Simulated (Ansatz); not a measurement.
Polymorphs of Be₃N₂, each relaxed with PBEsol in the plane-wave PAW code Ansatz:

A: P6_3/mmc
a = 2.8372 Å, b = 2.8372 Å, c = 9.7100 Å, α = 90.00°, β = 90.00°, γ = 120.00°

| atom | site | symmetry | x | y | z |
|---|---|---|---|---|---|
| Be | 4f | 3m. | 0.3333 | 0.6667 | 0.0783 |
| Be | 2b | -6m2 | 0.0000 | 0.0000 | 0.2500 |
| N | 2a | -3m. | 0.0000 | 0.0000 | 0.0000 |
| N | 2c | -6m2 | 0.3333 | 0.6667 | 0.2500 |

B: R3m
a = 2.8351 Å, b = 2.8351 Å, c = 14.5568 Å, α = 90.00°, β = 90.00°, γ = 120.00°

```
atom  site  symmetry       x       y       z
----  ----  --------  ------  ------  ------
Be      3a        3m  0.0000  0.0000  0.8589
Be      3a        3m  0.0000  0.0000  0.3176
Be      3a        3m  0.0000  0.0000  0.0889
N       3a        3m  0.0000  0.0000  0.2042
N       3a        3m  0.0000  0.0000  0.7085
```

Task: Rank these by energy per atom at 0 K (lowest first), as PBEsol gives it.

Result: A (+0 meV/atom), B (+20 meV/atom)

Task: Give each one's gap.

Result: A 3.25 eV; B 2.66 eV.

Standing as an ambient phase not checked: A; B. All cells were relaxed under the symmetry of their starts (and spin orders); stability against distortions was not tested throughout.

Energies hold the estimated change up to a 700 eV cutoff; steps of a few meV lie near the error of the meshes.

Potentials: the later of the program's two PAW sets.
